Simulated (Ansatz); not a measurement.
input.yaml

```yaml
crystal:
  lattice:
    - [4.0063929994, 0.0, 0.0]
    - [0.0, 4.0063929994, 0.0]
    - [0.0, 0.0, 9.5764342771]
  atoms:
    - { symbol: "Y", position: [0.5, 0.0, 0.2536809703] }
    - { symbol: "Y", position: [0.0, 0.5, 0.7463190297] }
    - { symbol: Si, position: [0.0, 0.0, 0.5] }
    - { symbol: Si, position: [0.5, 0.5, 0.5] }
    - { symbol: Si, position: [0.5, 0.0, 0.8684687797] }
    - { symbol: Si, position: [0.0, 0.5, 0.1315312203] }
    - { symbol: Ir, position: [0.0, 0.0, 0.0] }
    - { symbol: Ir, position: [0.5, 0.5, 0.0] }
    - { symbol: Ir, position: [0.5, 0.0, 0.6289388197] }
    - { symbol: Ir, position: [0.0, 0.5, 0.3710611803] }
basis:
  ecutwfc: 420
kpoints:
  mp_grid: { grid: [10, 10, 4] }
hamiltonian:
  xc: pbesol
scf:
  occupations: { method: gaussian, width: 0.1 }
output:
  forces: true
  stress: true
  eigenvalues: true
relax:
  adjacent_minimum: "off"
  f_tol: 0.01
  max_steps: 30
  cell: { stress_tol: 0.1, fix: [volume] }
```

Command:
```bash
ansatz run input.yaml --threads 2 --pin off --max-ram 5120MiB --backend cpu --events-out ev --progress --plain --runs-dir out
```

The calculation used DFT PBEsol, scalar-relativistic, plane waves, PAW (Ansatz).

Part of what the program printed, abridged (final results; tables in files aren't shown):

```
SCF 5 converged in 7 iterations: F = -57282.846295 eV  dr2 = 1.56e-14
SCF converged after 7 iterations
Free energy (F): -57282.846295 eV
Harris-Foulkes:  -57282.846295 eV  (|F-HF|=1.46e-11)
Internal energy: -57282.822050 eV  (E = F + TS)
E sigma→0 (E₀):  -57282.834172 eV
Entropy (-TS):   -0.024245 eV (-2.424 meV/atom)
Fermi energy:    17.320247 eV
--- Per-component energies (eV) ---
  E_band       = -766.277821
  E_kinetic    = 3308.655664
  E_local      = -7965.863364  (includes V_loc(G=0)·N_el)
  E_nonlocal   = 510.586365
  E_hartree    = 3125.892982
  E_xc         = -1648.682953
  E_vxc        = -1809.516771  (∫ρ·V_xc dr)
  E_paw        = -43900.860788  (= ΣΔE_a)
  E_vpaw       = -1061.926012  (= ΣTr[D̂ρ^β])
  E_aug_tail   = 0.000328  (compensation charges beyond the density's cutoff)
  E_ewald      = -10714.035210
  E_core_change = 1.484927  (= ΣΔE_core)
  E_smearing   = -0.024245  (= −TS)
--- Forces (eV/Å), atoms counted from 1 ---
  atom   1  Y      0.00000000     0.00000000     0.00053020
  atom   2  Y      0.00000000     0.00000000    -0.00053020
  atom   3  Si     0.00000000     0.00000000     0.00000000
  atom   4  Si     0.00000000     0.00000000     0.00000000
  atom   5  Si     0.00000000     0.00000000    -0.00106727
  atom   6  Si     0.00000000     0.00000000     0.00106727
  atom   7  Ir     0.00000000     0.00000000     0.00000000
  atom   8  Ir     0.00000000     0.00000000     0.00000000
  atom   9  Ir     0.00000000     0.00000000     0.00027111
  atom  10  Ir     0.00000000     0.00000000    -0.00027111
--- Stress (GPa, compression-positive) ---
       13.849824       0.000000       0.000000
        0.000000      13.849824       0.000000
        0.000000       0.000000      13.839098
  P = ⅓ Tr σ = 13.8462 GPa (138.462 kbar)
--- Band table (eV; the first three rows and the last of 63) ---
  k-point 0: bands = ["-74.9629", "-74.9377", "-74.6601", "-74.6599", "-32.0621", "-32.0621", "-31.8063", "-31.8063", "-31.7785", "-31.7193", "-31.7027", "-31.6925", "-31.5894", "-31.5894", "-31.5838", "-31.5838", "-24.6033", "-24.6016", "-4.8408", "-4.8047", "-4.6547", "-4.6547", "-4.6526", "-4.6526", "5.1753", "6.3061", "7.7756", "10.0282", "10.2397", "10.9500", "11.4966", "11.4966", "11.5370", "11.6656", "11.8101", "11.8101", "12.0853", "13.7642", "13.7750", "14.1845", "14.1845", "14.2765", "14.3948", "14.3948", "14.5729", "15.0407", "15.6001", "16.4692", "16.6416", "16.6416", "17.3138", "17.3138", "18.2786", "18.2866", "19.2318", "19.3946", "19.3946", "19.3958", "19.9677", "20.4867", "20 ...
  k-point 1: bands = ["-74.9629", "-74.9377", "-74.6601", "-74.6599", "-32.0621", "-32.0621", "-31.8063", "-31.8063", "-31.7785", "-31.7193", "-31.7026", "-31.6926", "-31.5894", "-31.5894", "-31.5838", "-31.5838", "-24.6031", "-24.6018", "-4.8356", "-4.8101", "-4.6548", "-4.6548", "-4.6525", "-4.6525", "5.2594", "6.1255", "7.8993", "10.0342", "10.2162", "11.0285", "11.4090", "11.4090", "11.4613", "11.6660", "11.9459", "11.9459", "12.0466", "13.7580", "13.8317", "13.9077", "13.9077", "14.3703", "14.5626", "14.5808", "14.6674", "14.6674", "16.2387", "16.4667", "16.6018", "16.6018", "17.1941", "17.1941", "17.9786", "18.2866", "19.2044", "19.5091", "19.5621", "19.6192", "19.6192", "20.4412", "20 ...
  k-point 2: bands = ["-74.9629", "-74.9377", "-74.6601", "-74.6599", "-32.0621", "-32.0621", "-31.8063", "-31.8063", "-31.7785", "-31.7193", "-31.7026", "-31.6926", "-31.5894", "-31.5894", "-31.5838", "-31.5838", "-24.6029", "-24.6020", "-4.8237", "-4.8222", "-4.6549", "-4.6549", "-4.6524", "-4.6524", "5.3825", "5.9207", "8.0099", "10.0402", "10.1848", "11.2187", "11.2806", "11.3514", "11.3514", "11.6665", "12.0097", "12.0574", "12.0574", "13.7438", "13.7438", "13.7519", "13.9714", "14.1947", "14.4674", "14.5886", "14.8248", "14.8248", "16.4634", "16.5711", "16.5711", "16.8051", "17.0701", "17.0701", "17.7484", "18.2866", "18.6847", "19.4343", "19.7284", "19.8897", "19.8897", "20.3793", "20 ...
  k-point 62: bands = ["-74.9503", "-74.9503", "-74.6599", "-74.6599", "-32.0957", "-32.0957", "-31.7813", "-31.7813", "-31.7475", "-31.7475", "-31.6963", "-31.6963", "-31.5955", "-31.5955", "-31.5872", "-31.5872", "-24.5908", "-24.5908", "-4.7809", "-4.7809", "-4.7764", "-4.7764", "-4.7703", "-4.7703", "8.1933", "8.1933", "8.4886", "8.4886", "10.1993", "10.1993", "10.3438", "10.3438", "13.0909", "13.0909", "13.2600", "13.2600", "13.4483", "13.4483", "14.0327", "14.0327", "14.2641", "14.2641", "14.2988", "14.2988", "14.5987", "14.5987", "14.7773", "14.7773", "15.1128", "15.1128", "15.6462", "15.6462", "16.1215", "16.1215", "16.3233", "16.3233", "18.8249", "18.8249", "21.0244", "21.0244", "21 ...
--- Relaxed structure (4 steps of the walk, 3 accepted, 1 SCFs on fresh bases) ---
  F+E_penalty+E_count = -57282.84629455 eV   max|allowed force component| = 1.067e-3 eV/Å   (the final SCF, on the basis selected at the relaxed cell)
  cell:  # Å, volume = 153.7131 Å³
    - [4.00499387, 0.0, 0.0]
    - [0.0, 4.00499387, 0.0]
    - [0.0, 0.0, 9.58312640]
  atoms:
    - { symbol: Y, position: [0.5, 0.0, 0.25347173] }
    - { symbol: Y, position: [0.0, 0.5, 0.74652826] }
    - { symbol: Si, position: [0.0, 0.0, 0.5] }
    - { symbol: Si, position: [0.5, 0.5, 0.5] }
    - { symbol: Si, position: [0.5, 0.0, 0.86808801] }
    - { symbol: Si, position: [0.0, 0.5, 0.13191198] }
    - { symbol: Ir, position: [0.0, 0.0, 0.0] }
    - { symbol: Ir, position: [0.5, 0.5, 0.0] }
    - { symbol: Ir, position: [0.5, 0.0, 0.62939042] }
    - { symbol: Ir, position: [0.0, 0.5, 0.37060957] }
```

The relaxation met its thresholds.

The run took 120 s on 2 threads of Arm Neoverse V1 (shared host), peak memory 0.76 GiB.

Spin–orbit coupling is left out, which can shift energies with elements as heavy as these.